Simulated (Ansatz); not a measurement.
BP (zinc blende)

```
BP
1.0
    0.00000     2.27424     2.27424
    2.27424     0.00000     2.27424
    2.27424     2.27424     0.00000
P B
1 1
Direct
  0.75000   0.75000   0.75000
  0.00000   0.00000   0.00000
```

Equation-of-state scan: isotropic scaling of the cell above, V₀ being its volume. Symmetry pins the atoms to their sites.

All values below come from PBE (plane waves to 420 eV, PAW, scalar-relativistic; Ansatz, a program for electronic structure). k mesh 12×12×12 (Γ-centred), Fermi-Dirac smearing 0.05 eV. E stands for the smeared free energy. Compression counts positive. BP was relaxed with its symmetry unable to fall. ΔE is measured from the relaxed starting cell.

```json
[
 {"V/V₀": "0.900", "ΔE (meV/atom)": "70.2", "P (GPa)": "20.8"},
 {"V/V₀": "0.925", "ΔE (meV/atom)": "…", "P (GPa)": "14.6"},
 {"V/V₀": "0.950", "ΔE (meV/atom)": "16.1", "P (GPa)": "9.1"},
 {"V/V₀": "0.975", "ΔE (meV/atom)": "…", "P (GPa)": "4.3"},
 {"V/V₀": "1.000", "ΔE (meV/atom)": "0.0", "P (GPa)": "0.0"},
 {"V/V₀": "1.025", "ΔE (meV/atom)": "…", "P (GPa)": "-3.8"},
 {"V/V₀": "1.050", "ΔE (meV/atom)": "13.8", "P (GPa)": "-7.2"},
 {"V/V₀": "1.075", "ΔE (meV/atom)": "…", "P (GPa)": "-10.2"},
 {"V/V₀": "1.100", "ΔE (meV/atom)": "51.0", "P (GPa)": "-12.8"}
]
```

Question: Some entries are withheld; supply them.

Answer: 
- 0.925, ΔE (meV/atom): 37.8
- 0.975, ΔE (meV/atom): 3.9
- 1.025, ΔE (meV/atom): 3.6
- 1.075, ΔE (meV/atom): 29.8

(A scan under strain: stresses follow from slopes of the energy per volume, elastic moduli from its curvatures.)
